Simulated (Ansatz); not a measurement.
## Calculated quadrupolar parameters for HgTe under strain

The cell is an entry of the Crystallography Open Database (COD), relaxed with PBE at fixed cell and then changed (z stretched by 2 %, ions relaxed).

```cif
data_structure
_symmetry_space_group_name_H-M 'P 1'
_symmetry_Int_Tables_number 1
_cell_length_a 4.6045
_cell_length_b 4.6045
_cell_length_c 4.5587
_cell_angle_alpha 60.329
_cell_angle_beta 60.329
_cell_angle_gamma 59.343
_cell_volume 68.33
loop_
_atom_site_label
_atom_site_type_symbol
_atom_site_fract_x
_atom_site_fract_y
_atom_site_fract_z
_atom_site_occupancy
Hg1 Hg 0.00000 0.00000 0.00000 1
Te2 Te 0.25000 0.25000 0.25000 1
```

Sites (sets of like atoms) are named by element and the number of their first atom in this list.

The numbers come from a DFT calculation in Ansatz (PBE, plane waves and PAW, scalar-relativistic, 420 eV cutoff, Γ-centred 13×13×13 k-points, Fermi–Dirac smearing 0.05 eV).

V_zz is the principal component of the electric field gradient with the largest magnitude, η = (V_xx − V_yy)/V_zz and C_Q = eQV_zz/h.

201Hg: I = 3/2, Q = 387.0 mb. Q values from Pyykkö, Mol. Phys. 116, 1328 (2018).

| site | atoms (order as listed) | first shell | V_zz (10²¹ V/m²) | η | C_Q (MHz) |
| --- | --- | --- | --- | --- | --- |
| Hg | 1 | 4 Te at 2.81 Å | -1.09 | 0.00 | -10.2 |
| Te | 2 | 4 Hg at 2.81 Å | 1.12 | 0.00 | – |

An axis of threefold or higher order runs through Hg and Te, so V_zz lies along it and η is zero.

Te has no stable isotope with a ground-state quadrupole moment in the table, so no C_Q is given.

The run finds no gap above 0.1 eV (a metal, or nearly one), so the gradients can move by 10 % or more with the k-mesh. Spin–orbit coupling is left out, which shifts gradients on Hg by a few per cent in wide-gap crystals, and can shift them far more where the calculated gap is small or absent, as here. Semilocal functionals make gaps too small and can close them, so the real compound need not be a metal.

The relaxation (1 step) took 20 s of wall time (20 s of CPU time) and 0.68 GiB at its peak, on 1 thread of AMD EPYC 9R14 (Zen 4) (x86_64; 16 cores open to the job, memory cap 3.0 GiB, no GPU), a shared host with a load of 0.5 a core.
